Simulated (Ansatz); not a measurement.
Rh (fcc, Cu type)

```
Rh
1.0
    3.80000     0.00000     0.00000
    0.00000     3.80000     0.00000
    0.00000     0.00000     3.80000
Rh
4
Direct
  0.00000   0.00000   0.00000
  0.50000   0.50000   0.00000
  0.50000   0.00000   0.50000
  0.00000   0.50000   0.50000
```

In this cell atom 1 (Rh, nearest neighbour Rh at 2.687 Å; its periodic images, 3.8 Å or more away, move with it) is moved by s along Cartesian [110], unit vector (0.707, 0.707, 0.000); all other atoms and the cell stay fixed.

Calculation: r2SCAN (plane waves to 500 eV, PAW, scalar-relativistic; Ansatz, a first-principles code). k mesh 10×10×10 (Γ-centred), Fermi-Dirac smearing 0.05 eV. The energy includes the smearing's −TS. With partly filled bands, energies and forces of such displacements shift with the k mesh and the smearing. Rh is run without spin polarisation. Rh was relaxed with its symmetry unable to fall. ΔE is measured from the undisplaced structure. The last digit holds for this mesh only.

| s (Å) | ΔE (meV/cell) |
|---|---|
| -0.540 | withheld |
| -0.432 | 1248.4 |
| -0.324 | 659.7 |
| -0.216 | 279.8 |
| -0.108 | 68.2 |
| 0.000 | 0.0 |
| 0.108 | 68.2 |
| 0.216 | 279.8 |
| 0.324 | 659.7 |
| 0.432 | 1248.4 |
| 0.540 | withheld |

Q: Fit an even polynomial form (powers 2, 4) to the given rows and predict ΔE at s = -0.540.

A: Least squares on the 9 given rows: ΔE = (5766)·s² + (4950)·s⁴, in meV/cell with s in Å; root-mean-square residual 0.15 meV/cell. At -0.540 the fit gives 2102.3 meV/cell; the calculation gives 2112.8 meV/cell, so the extrapolation is off by -10.5 (-0.5 %). The quadratic term alone would give 1681.4 meV/cell.

(A displaced cell: forces are minus the slopes of the energy, force constants its curvatures, and phonons follow from these.)
